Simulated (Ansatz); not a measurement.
Rb₂AgRhF₆:
```xyz
10
Lattice="0.0000 4.3384 4.3384 4.3384 0.0000 4.3384 4.3384 4.3384 0.0000" Properties=species:S:1:pos:R:3 pbc="T T T"
Rb     2.1692     2.1692     2.1692
Rb     6.5076     6.5076     6.5076
Ag     4.3384     4.3384     4.3384
Rh     0.0000     0.0000     0.0000
F      4.3384     4.3384     1.9934
F      4.3384     4.3384     6.6833
F      1.9934     4.3384     4.3384
F      6.6833     4.3384     4.3384
F      4.3384     1.9934     4.3384
F      4.3384     6.6833     4.3384
```

Relaxed with r²SCAN. Special points in fractions of this cell's reciprocal vectors: Γ (0.000, 0.000, 0.000); X (0.500, 0.000, 0.500); U (0.625, 0.250, 0.625); K (0.375, 0.375, 0.750); L (0.500, 0.500, 0.500); W (0.500, 0.250, 0.750).

List the band energies nearest the valence-band maximum at these points for plane-wave PAW r²SCAN (Ansatz code).

In eV from the valence-band maximum; about four levels below and three above (degenerate sets whole), none deeper than 8.9 eV; points with the same levels are listed once.

```tsv
k	below	above
Γ	-1.09 -1.09 0.00 0.00 0.00	3.23 3.23 3.60
X	-0.83 -0.04 -0.03 -0.03	2.02 3.24 6.09
U	-0.79 -0.08 -0.06 -0.05	2.26 3.00 5.91
L	-0.48 -0.48 -0.14 -0.10 -0.10	2.73 2.73 5.07
W	-0.73 -0.08 -0.08 -0.03	2.33 2.91 5.98
```

Space group Fm-3m. The first step of the workflow began from a Materials Project structure, measured or hypothetical; the Crystallography Open Database copy checked does not list it. Its standing as an ambient phase is unchecked. Symmetry was held in the r²SCAN relaxation; whether a distortion lowers the energy is not shown. No spin polarisation was allowed. Spin–orbit coupling is left out wherever it is not named.

Potentials: the later of the program's two PAW sets.
